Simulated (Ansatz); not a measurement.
Rb2TiCl6:
```yaml
crystal:
  lattice:
    - [0.00000, 5.00365, 5.00365]
    - [5.00365, 0.00000, 5.00365]
    - [5.00365, 5.00365, 0.00000]
  atoms:
    - { symbol: Rb, position: [0.25000, 0.25000, 0.25000] }
    - { symbol: Rb, position: [0.75000, 0.75000, 0.75000] }
    - { symbol: Ti, position: [0.00000, 0.00000, 0.00000] }
    - { symbol: Cl, position: [0.76508, 0.76508, 0.23492] }
    - { symbol: Cl, position: [0.23492, 0.23492, 0.76508] }
    - { symbol: Cl, position: [0.23492, 0.76508, 0.76508] }
    - { symbol: Cl, position: [0.76508, 0.23492, 0.23492] }
    - { symbol: Cl, position: [0.76508, 0.23492, 0.76508] }
    - { symbol: Cl, position: [0.23492, 0.76508, 0.23492] }
```

Relaxed with r²SCAN.

Task: Map the electron localisation function on the plane through (0.250, 0.250, 0.250) spanned by u = [1, 0, 0] and v = [-1, 1, 1] in lattice vectors, from r²SCAN in the plane-wave PAW code Ansatz.

Result: x is the fraction of u, y of v (the angle between them is 90°; rows are the nearest grid lines); atoms in the plane: Rb at (0.00, 0.00), Rb at (0.00, 0.50), Ti at (0.50, 0.75), Cl at (0.50, 0.52), Cl at (0.50, 0.98).
```
|  *@@@#:  -#@@@@#--#@@@@#-  :#@@@*  |
|%%@@@%+   :*%@@@%**%@@@%*:   +%@@@%%|
|@@@@%*:   .=#%@@@@@@@@%#=.   :*%@@@@|
|##+-.       .-+*####*+-.       .-+##|
|               .=**=.               |
|             .+#+::+#+.             |
|             .*#-  -#*.             |
|              :+####+:              |
|:.            ...::...            .:|
|@@@%+:     :=#%@@@@@@%#=:     :+%@@@|
|@@@@%*:   .=#%@@@@@@@@%#=.   :*%@@@@|
|.-#@@@*.  -#@@@@*::*@@@@#-  .*@@@#-.|
|.-#@@@*.  :#@@@@@%%@@@@@#:  .*@@@#-.|
|@@@@%#-    -*%%@@@@@@%%*-    -#%@@@@|
|@@@%*-      :+*#%%%%#*+:      -*%@@@|
|:..             .::.             ..:|
|                                    |
|                                    |
|                                    |
|                                    |
|##+-.        .:=++++=:.        .-*##|
|@@@@%#-    -*%%@@@@@@%%*-    -#%@@@@|
|%%@@@%+.  .+%@@@@@@@@@@%+.  .+%@@@%%|
|  *@@@#:  -#@@@@#--#@@@@#-  :#@@@*  |
```
Scale: ten equal steps from 0.001 (start of ' ') to 0.891 (end of '@'), in the order ' .:-=+*#%@'; x runs from 0.000 to 1.00, y from 0.000 (bottom) to 1.00 (top).

The density is the valence pseudo-density with augmentation charge, so density and ELF within about 1 Å of a nucleus are not all-electron values.

Space group Fm-3m. The workflow started from a Materials Project entry (that database holds measured and hypothetical structures alike); the Crystallography Open Database files this formula in space group No. 225, but the cells were not matched. Whether it is the stable phase at ambient conditions was not checked. The r²SCAN relaxation kept the symmetry of its start; its stability against distortions is not shown here. No spin polarisation was allowed.

Potentials: the later of the program's two PAW sets.
